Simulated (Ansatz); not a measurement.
AlRu:
```xyz
2
Lattice="0.0000 2.4687 2.4687 2.4687 0.0000 2.4687 2.4687 2.4687 0.0000" Properties=species:S:1:pos:R:3 pbc="T T T"
Ru     0.0000     0.0000     0.0000
Al     2.4687     2.4687     2.4687
```

Relaxed with r²SCAN. Special points in fractions of this cell's reciprocal vectors: Γ (0.000, 0.000, 0.000); X (0.500, 0.000, 0.500); U (0.625, 0.250, 0.625); K (0.375, 0.375, 0.750); L (0.500, 0.500, 0.500); W (0.500, 0.250, 0.750).

Question: List the band energies nearest the Fermi level at these points for DFT-r²SCAN in the program Ansatz with PAW potentials.

Answer: In eV from the Fermi level; about four levels below and three above (degenerate sets whole), none deeper than 8.9 eV; … stands for higher levels left out; points with the same levels are listed once.

```
k                          below                above
-  -----------------------------  -------------------
Γ  -2.18 -2.18 -2.18 -1.90 -1.90                    …
X        -6.26 -3.76 -2.68 -1.09       0.12 0.12 2.42
U        -3.93 -3.13 -2.04 -0.19       0.49 1.42 2.77
L        -3.08 -3.08 -0.34 -0.34          1.46 7.95 …
W        -5.48 -3.43 -3.43 -2.62  0.12 1.44 1.70 1.70
```

Space group Fm-3m (rock salt). The start of the workflow was typed in or built on a structure type; neither database checked (COD, Materials Project) lists it. COD files the formula under space group No. 221, so this cell is another polymorph or a model. Whether it is the stable phase at ambient conditions was not checked. The cell was relaxed with r²SCAN under the symmetry of its start. At this level the phase is mechanically unstable. No spin polarisation was allowed. Its formation energy is positive at this level, so the cell may be metastable or incomplete. Spin–orbit coupling is left out wherever it is not named.

Potentials: the earlier of the program's two PAW sets.
